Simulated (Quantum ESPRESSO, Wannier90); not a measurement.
## Wannier functions of TiS (P-6m2)

```
begin unit_cell_cart
ang
    3.2671699054    0.0000000000    0.0000000000
   -1.6335849527    2.8294521366    0.0000000000
    0.0000000000    0.0000000000    3.2170600000
end unit_cell_cart
begin atoms_frac
Ti  -0.3333333333  0.3333333333  0.0000000000
S    0.0000000000  0.0000000000  0.5000000000
end atoms_frac
```

Cell from Materials Project (mp-1018028), symmetrised, no further relaxation. Not found in the COD (Crystallography Open Database) copy used, which has the formula in other groups; not checked further. Computed values, not measurements, from PBEsol: Quantum ESPRESSO (norm-conserving PseudoDojo potentials, cutoff 68 Ry, no spin polarisation, no spin-orbit coupling) on a Γ-centred 12×12×10 mesh, then Wannier90. Density: 12×12×10 mesh, cold smearing 0.01 Ry. A non-magnetic state is assumed, with no Hubbard U on the 3d ions.

A tight-binding model is made by disentanglement and projection with no localisation steps (num_iter = 0), so the 8 orbitals stay atom-like: hydrogen-like Ti: d; S: p, axes along x, y, z; frozen window up to 1.50 eV relative to the Fermi level. It follows pw.x to 1.0 meV rms for states up to 1.0 eV relative to the Fermi level. Matrix elements depend on this choice of orbitals and windows.

The 45 largest hoppings ⟨m,0|H|n,R⟩ between different sites (one of each Hermitian pair; signs follow the real orbitals' lobes; the list may end inside a set of equal values):

```json
[
 {"m": "Ti1 dyz", "n": "S2 py", "R": "0 1 -1", "distance of the centres (Å)": "2.44", "t (eV)": "-1.249"},
 {"m": "Ti1 dyz", "n": "S2 py", "R": "0 1 0", "distance of the centres (Å)": "2.44", "t (eV)": "1.249"},
 {"m": "S2 pz", "n": "S2 pz", "R": "0 0 1", "distance of the centres (Å)": "3.22", "t (eV)": "1.063"},
 {"m": "Ti1 dyz", "n": "S2 pz", "R": "0 1 -1", "distance of the centres (Å)": "2.49", "t (eV)": "0.917"},
 {"m": "Ti1 dyz", "n": "S2 pz", "R": "0 1 0", "distance of the centres (Å)": "2.49", "t (eV)": "0.917"},
 {"m": "S2 px", "n": "S2 px", "R": "1 0 0", "distance of the centres (Å)": "3.27", "t (eV)": "0.859"},
 {"m": "S2 px", "n": "Ti1 dxz", "R": "0 0 0", "distance of the centres (Å)": "2.46", "t (eV)": "0.827"},
 {"m": "S2 px", "n": "Ti1 dxz", "R": "0 0 1", "distance of the centres (Å)": "2.46", "t (eV)": "-0.827"},
 {"m": "S2 px", "n": "Ti1 dxz", "R": "1 0 0", "distance of the centres (Å)": "2.46", "t (eV)": "0.827"},
 {"m": "S2 px", "n": "Ti1 dxz", "R": "1 0 1", "distance of the centres (Å)": "2.46", "t (eV)": "-0.827"},
 {"m": "Ti1 dxy", "n": "S2 px", "R": "0 1 -1", "distance of the centres (Å)": "2.42", "t (eV)": "-0.809"},
 {"m": "Ti1 dxy", "n": "S2 px", "R": "0 1 0", "distance of the centres (Å)": "2.42", "t (eV)": "-0.809"},
 {"m": "S2 pz", "n": "Ti1 dxz", "R": "0 0 0", "distance of the centres (Å)": "2.48", "t (eV)": "0.794"},
 {"m": "S2 pz", "n": "Ti1 dxz", "R": "0 0 1", "distance of the centres (Å)": "2.48", "t (eV)": "0.794"},
 {"m": "S2 pz", "n": "Ti1 dxz", "R": "1 0 0", "distance of the centres (Å)": "2.48", "t (eV)": "-0.794"},
 {"m": "S2 pz", "n": "Ti1 dxz", "R": "1 0 1", "distance of the centres (Å)": "2.48", "t (eV)": "-0.794"},
 {"m": "S2 px", "n": "Ti1 dyz", "R": "0 0 0", "distance of the centres (Å)": "2.46", "t (eV)": "-0.732"},
 {"m": "S2 py", "n": "Ti1 dxz", "R": "0 0 0", "distance of the centres (Å)": "2.50", "t (eV)": "-0.732"},
 {"m": "S2 px", "n": "Ti1 dyz", "R": "0 0 1", "distance of the centres (Å)": "2.46", "t (eV)": "0.732"},
 {"m": "S2 py", "n": "Ti1 dxz", "R": "0 0 1", "distance of the centres (Å)": "2.50", "t (eV)": "0.732"},
 {"m": "S2 px", "n": "Ti1 dyz", "R": "1 0 0", "distance of the centres (Å)": "2.46", "t (eV)": "0.732"},
 {"m": "S2 py", "n": "Ti1 dxz", "R": "1 0 0", "distance of the centres (Å)": "2.50", "t (eV)": "0.732"},
 {"m": "S2 px", "n": "Ti1 dyz", "R": "1 0 1", "distance of the centres (Å)": "2.46", "t (eV)": "-0.732"},
 {"m": "S2 py", "n": "Ti1 dxz", "R": "1 0 1", "distance of the centres (Å)": "2.50", "t (eV)": "-0.732"},
 {"m": "S2 py", "n": "Ti1 dx2-y2", "R": "0 0 0", "distance of the centres (Å)": "2.45", "t (eV)": "-0.696"},
 {"m": "S2 py", "n": "Ti1 dx2-y2", "R": "0 0 1", "distance of the centres (Å)": "2.45", "t (eV)": "-0.696"},
 {"m": "S2 py", "n": "Ti1 dx2-y2", "R": "1 0 0", "distance of the centres (Å)": "2.45", "t (eV)": "-0.696"},
 {"m": "S2 py", "n": "Ti1 dx2-y2", "R": "1 0 1", "distance of the centres (Å)": "2.45", "t (eV)": "-0.696"},
 {"m": "Ti1 dz2", "n": "Ti1 dz2", "R": "0 0 1", "distance of the centres (Å)": "3.22", "t (eV)": "-0.635"},
 {"m": "S2 py", "n": "S2 py", "R": "0 1 0", "distance of the centres (Å)": "3.27", "t (eV)": "0.622"},
 {"m": "S2 py", "n": "S2 py", "R": "1 1 0", "distance of the centres (Å)": "3.27", "t (eV)": "0.622"},
 {"m": "Ti1 dz2", "n": "S2 py", "R": "0 1 -1", "distance of the centres (Å)": "2.44", "t (eV)": "0.617"},
 {"m": "Ti1 dz2", "n": "S2 py", "R": "0 1 0", "distance of the centres (Å)": "2.44", "t (eV)": "0.617"},
 {"m": "Ti1 dx2-y2", "n": "S2 pz", "R": "0 1 -1", "distance of the centres (Å)": "2.58", "t (eV)": "0.610"},
 {"m": "Ti1 dx2-y2", "n": "S2 pz", "R": "0 1 0", "distance of the centres (Å)": "2.58", "t (eV)": "-0.610"},
 {"m": "S2 px", "n": "Ti1 dz2", "R": "0 0 0", "distance of the centres (Å)": "2.46", "t (eV)": "0.534"},
 {"m": "S2 px", "n": "Ti1 dz2", "R": "0 0 1", "distance of the centres (Å)": "2.46", "t (eV)": "0.534"},
 {"m": "S2 px", "n": "Ti1 dz2", "R": "1 0 0", "distance of the centres (Å)": "2.46", "t (eV)": "-0.534"},
 {"m": "S2 px", "n": "Ti1 dz2", "R": "1 0 1", "distance of the centres (Å)": "2.46", "t (eV)": "-0.534"},
 {"m": "S2 pz", "n": "Ti1 dxy", "R": "0 0 0", "distance of the centres (Å)": "2.53", "t (eV)": "-0.528"},
 {"m": "S2 pz", "n": "Ti1 dxy", "R": "0 0 1", "distance of the centres (Å)": "2.53", "t (eV)": "0.528"},
 {"m": "S2 pz", "n": "Ti1 dxy", "R": "1 0 0", "distance of the centres (Å)": "2.53", "t (eV)": "0.528"},
 {"m": "S2 pz", "n": "Ti1 dxy", "R": "1 0 1", "distance of the centres (Å)": "2.53", "t (eV)": "-0.528"},
 {"m": "S2 px", "n": "S2 py", "R": "0 1 0", "distance of the centres (Å)": "3.17", "t (eV)": "-0.510"},
 {"m": "S2 px", "n": "S2 py", "R": "1 1 0", "distance of the centres (Å)": "3.17", "t (eV)": "0.510"}
]
```
